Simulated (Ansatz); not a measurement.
SiC2:
Space group P4₂/mmc (No. 131); a = b = 3.163 Å, c = 6.852 Å, α = β = γ = 90.00°

```tsv
atom	site	symmetry	x	y	z
Si	2e	-4m2	0.0000	0.0000	0.2500
C	4i	2mm.	0.0000	0.5000	0.0993
```

This is the r²SCAN-relaxed structure.

Question: All from DFT-r²SCAN in the program Ansatz with PAW potentials, unless another level is named. Predict the electronic character.

Answer: metallic (no gap).

Question: Give the formation energy from the elements (no fitted shifts).

Answer: 0.39 eV/atom.

Question: What about the density of states at the Fermi level?

Answer: 0.11 states/eV per atom (mean over ±0.08 eV).

Space group P4_2/mmc. The start of the workflow was typed in or built on a structure type; neither database checked (COD, Materials Project) lists it. Its standing as an ambient phase is unchecked. The cell was relaxed with r²SCAN under the symmetry of its start; its stability against distortions is not shown here. Its formation energy is positive at this level, so the cell may be metastable or incomplete. The references are the lowest solids computed at this level, not always the standard phases.

Potentials: the later of the program's two PAW sets.
